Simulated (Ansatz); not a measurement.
NiO (rock salt): energy over volume and axial ratio

NiO (rock salt)

```xyz
2
Lattice="0.0000 2.0953 2.0953 2.0953 0.0000 2.0953 2.0953 2.0953 0.0000" Properties=species:S:1:pos:R:3 pbc="T T T"
O      0.0000     0.0000     0.0000
Ni     2.0953     2.0953     2.0953
```

Grid over V/V₀ and (c/a)/(c/a)₀, subscript 0 meaning the relaxed cell; the conventional c axis lies along z; no internal relaxation.

Calculation: r2SCAN (plane waves to 500 eV, PAW, scalar-relativistic; Ansatz, a first-principles code). k mesh 13×13×13 (Γ-centred), Fermi-Dirac smearing 0.05 eV. E stands for the smeared free energy. Compression counts positive. NiO is run spin-polarised and with no Hubbard U; the real compound is an antiferromagnetic insulator, a state that this run doesn't describe. NiO was relaxed with its symmetry unable to fall. Relaxed NiO ends ferromagnetic. The PAW data are Ansatz's earlier set. The magnetic order is the one the run started from; other orders were not tried. ΔE is measured from the relaxed starting cell.

ΔE (kJ/mol of atoms), with V/V₀ across and (c/a)/(c/a)₀ down:

```
(c/a)/(c/a)₀ \ V/V₀  0.920  0.947  0.973  1.000  1.027  1.053  1.080
-------------------  -----  -----  -----  -----  -----  -----  -----
0.960                 5.59   2.90   1.36   0.80   1.11   2.15   3.83
0.973                 4.93   2.31   0.84   0.35   0.71   1.80   3.53
0.987                 4.55   1.98   0.54   0.08   0.48   1.60   3.36
1.000                 4.43   1.87   0.44   0.00   0.40   1.54   3.31
1.013                 4.54   1.97   0.54   0.08   0.47   1.60   3.36
1.027                 4.89   2.28   0.81   0.32   0.68   1.78   3.51
1.040                 5.44   2.77   1.24   0.70   1.01   2.06   3.76
```

σxx (GPa), with V/V₀ across and (c/a)/(c/a)₀ down:

```csv
(c/a)/(c/a)₀ \ V/V₀,0.920,0.947,0.973,1.000,1.027,1.053,1.080
0.960,16.8,9.2,2.7,-2.9,-7.8,-12.0,-15.6
0.973,18.3,10.5,3.7,-2.0,-7.1,-11.4,-15.1
0.987,19.8,11.8,4.9,-1.1,-6.2,-10.7,-14.5
1.000,21.5,13.3,6.2,0.0,-5.3,-9.9,-13.9
1.013,23.4,14.9,7.5,1.2,-4.3,-9.1,-13.2
1.027,25.3,16.6,9.0,2.4,-3.2,-8.1,-12.4
1.040,27.3,18.3,10.5,3.8,-2.1,-7.1,-11.5
```

Read from the data:

- Shear modulus C′ = (C11 − C12)/2 (fit, atoms clamped): 126 GPa
- Lowest place on the grid: V/V₀ = 1.000, (c/a)/(c/a)₀ = 1.000 (0.0 meV/atom)
- Highest place on the grid: V/V₀ = 0.920, (c/a)/(c/a)₀ = 0.960 (57.9 meV/atom)

The 49 points together took around 18 core-minutes (rough).

(A scan under strain: stresses follow from slopes of the energy per volume, elastic moduli from its curvatures.)
